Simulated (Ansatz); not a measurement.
Si6BAs in space group I-42m (No. 121; B on 2a, Si on 8i, Si on 4d, As on 2b) at seven volumes, DFT-PBE in the program Ansatz with PAW potentials, shape and atoms relaxed at each. One row is withheld.

| V (Å³/atom) | P (GPa) |
|---|---|
| 16.812 | 10.90 |
| 17.366 | 6.69 |
| 17.920 | 3.09 |
| 18.475 | 0.00 |
| 19.029 | -2.64 |
| 19.583 | -4.90 |
| 20.137 | ? |

Problem. Fit the shown pressures and predict the withheld one.

Solution. P = (3/2)B₀(x^(7/2) − x^(5/2))[1 + (3/4)(B′ − 4)(x − 1)] with x = (V₀/V)^(2/3). Least squares on the six rows gives V₀ = 18.475 Å³/atom, B₀ = 95.0 GPa, B′ = 4.15. At V = 20.137, x = 0.9442 and P = -6.85 GPa. The run itself gave -6.83 GPa.

The start of the workflow was typed in or built on a structure type; neither database checked (COD, Materials Project) lists it. Whether it is the stable phase at ambient conditions was not checked. The PBE relaxation kept the symmetry of its start; its stability against distortions is not shown here.

Potentials: the earlier of the program's two PAW sets.
